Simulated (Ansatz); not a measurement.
# AlIn2As3: rattling a relaxed structure

It was reached by relaxing an invented guess, and it needn't be the stable form of this composition.

Theory: DFT PBE, scalar-relativistic, plane waves, PAW in Ansatz 0.2.0. Cutoff 420 eV; k points 12×12×12 on the computed 6-atom cell (Γ-centred); Gaussian smearing, width 0.01 eV; no spin polarisation.

The cell below (6 atoms, space group I-4m2 (No. 119)) is relaxed within its symmetry.

```
Al In As
1.0
    -2.12856    2.12856    9.06006
     2.12856   -2.12856    9.06006
     2.12856    2.12856   -9.06006
Al In As
1 2 3
Direct
  0.00000 0.00000 0.00000
  0.66248 0.66248 0.00000
  0.33752 0.33752 0.00000
  0.42600 0.92600 0.50000
  0.07400 0.57400 0.50000
  0.75000 0.25000 0.50000
```

For the test a repeat of it with 12 atoms (edges 4.26, 8.51, 9.55 Å) was strained at random (σ = 1.5 % a component), the atoms were moved at random (σ = 0.05 Å), and all was relaxed again on a coarse 6×4×6 mesh (in the run’s order of axes) with 0.20 eV smearing, with no symmetry imposed.

Question: Does it come back?

Answer: It returns, within 1 meV/atom of the unmoved cell on that mesh and with the same symmetry when read at 0.1 Å. No instability shows in this cell; modes of other wave vectors, which need another repeat, aren't tested.
